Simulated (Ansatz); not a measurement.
## Sr$_{4}$Ta$_{2}$O: phonons across the zone

Level of theory: Ansatz 0.2.0, DFT PBE, scalar-relativistic, plane waves, PAW. Settings: 420 eV plane-wave cutoff, Γ-centred 8×8×1 mesh, Gaussian smearing of 0.10 eV. No spin polarisation. Phonons by linear response, acoustic sum rule imposed.

The cell, relaxed at this level:
```
CELL_PARAMETERS angstrom
3.62752 0.00000 0.00000
0.00000 3.62752 0.00000
0.00000 0.00000 34.25659
ATOMIC_POSITIONS crystal
Sr 0.00000 0.50000 0.65086
Sr 0.50000 0.00000 0.55006
Sr 0.00000 0.50000 0.86512
Sr 0.50000 0.00000 0.75122
Sr 0.50000 0.00000 0.13488
Sr 0.00000 0.50000 0.24878
Sr 0.50000 0.00000 0.34914
Sr 0.00000 0.50000 0.44994
Ta 0.50000 0.00000 0.93734
Ta 0.00000 0.50000 0.06266
Ta 0.00000 0.50000 0.97596
Ta 0.50000 0.00000 0.02404
O 0.50000 0.00000 0.87971
O 0.00000 0.50000 0.12029
```

The structure comes from a proposed guess, relaxed at this level; another structure or a mixture of phases may lie lower. In a metal, frequencies and elastic constants depend on the k mesh and the smearing, soft modes and shear constants most. Spin–orbit coupling is left out, which matters for heavy elements. The q mesh is coarse, so values between its points are rough.

Force constants from linear response on a 2×2×1 q mesh.

**Question.** Is the structure dynamically stable on the q mesh?

**Answer.** No: at q = (0.000, -0.500, 0.000) a mode is imaginary, 29i cm⁻¹.

**Question.** Give the frequencies (cm⁻¹) at the zone-boundary points of high symmetry (interpolated where a point lies off the q mesh).

**Answer.**
```
point                  q                                                                                                                                                  frequencies
    X  0.000 0.500 0.000  29i 29i 18i 18i 11i 11i 55 55 57 57 68 68 68 68 80 80 90 90 101 101 110 110 118 118 118 118 129 129 131 131 132 132 134 134 177 177 252 252 286 286 483 483
    M  0.500 0.500 0.000  36 36 54 54 55 55 57 57 58 58 90 90 107 107 128 128 130 130 131 131 132 132 133 133 135 135 137 137 140 140 143 143 150 150 150 150 239 239 242 242 489 489
    Z  0.000 0.000 0.500                      5 5 8 8 11 18 20 20 28 28 34 34 39 39 39 47 47 52 52 57 77 78 79 79 87 87 90 97 104 140 140 144 149 149 166 180 237 237 238 238 514 518
    R  0.000 0.500 0.500  29i 29i 18i 18i 11i 11i 55 55 57 57 68 68 68 68 80 80 90 90 101 101 110 110 118 118 118 118 129 129 131 131 132 132 134 134 177 177 252 252 286 286 483 483
    A  0.500 0.500 0.500  36 36 54 54 55 55 57 57 58 58 90 90 107 107 128 128 130 130 131 131 132 132 133 133 135 135 137 137 140 140 143 143 150 150 150 150 239 239 242 242 489 489
```
